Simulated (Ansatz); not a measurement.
What a change of settings does to a run on MnHg

The cell comes from COD entry 1522568, which wasn't checked; take it as a given geometry. The listed cell was then made from it by scaling, straining or moving an atom.

First run: DFT, PBE, PAW with Ansatz's default frozen-core files, scalar-relativistic (Ansatz 0.2.0).

Command: `ansatz run input.yaml --threads 1 --pin off --max-ram 3072MiB --backend cpu --events-out ev --progress --plain --runs-dir out` The run took about 65 s on 1 thread of a shared machine.

```yaml
crystal:
  lattice:
    - [3.288, 0.0, 0.0]
    - [0.0, 3.288, 0.0]
    - [0.0, 0.0, 3.313]
  atoms:
    - { symbol: Mn, position: [0.49983528, 0.48546874, 0.49634628], spin: 4.0 }
    - { symbol: Hg, position: [-0.01316265, -0.02013918, 0.01979416] }
magnetization:
  spin_polarized: true
kpoints:
  mp_grid: { grid: [7, 7, 7] }
scf:
  occupations: { method: fermi_dirac, width: 0.05 }
hamiltonian:
  xc: pbe
  pseudopotentials: { kind: paw }
output:
  forces: true
  stress: true
  efg: { contact_densities: true }
relax:
  f_tol: 0.01
  max_steps: 80
```

Result: converged; relaxed volume 17.908 Å³/atom; moment 3.91 μB; 23 SCF iterations in all.

Spin–orbit coupling is left out, though it moves levels of the heavy atoms by tenths of an eV or more.

A second input differs as follows:

```diff
@@ -13,4 +13,5 @@
 scf:
   occupations: { method: fermi_dirac, width: 0.05 }
+  max_iter: 60
 hamiltonian:
   xc: pbe
@@ -23,3 +24,4 @@
   f_tol: 0.01
   max_steps: 80
+  max_displacement: 2.0
```

Task: Does the change harm the result?

Result: Not here: the run converged; energy at zero smearing 0.0 meV/atom from the first run; relaxed volume 17.908 Å³/atom; moment 3.91 μB; 23 SCF iterations in all, so the odd setting did no harm in this case.
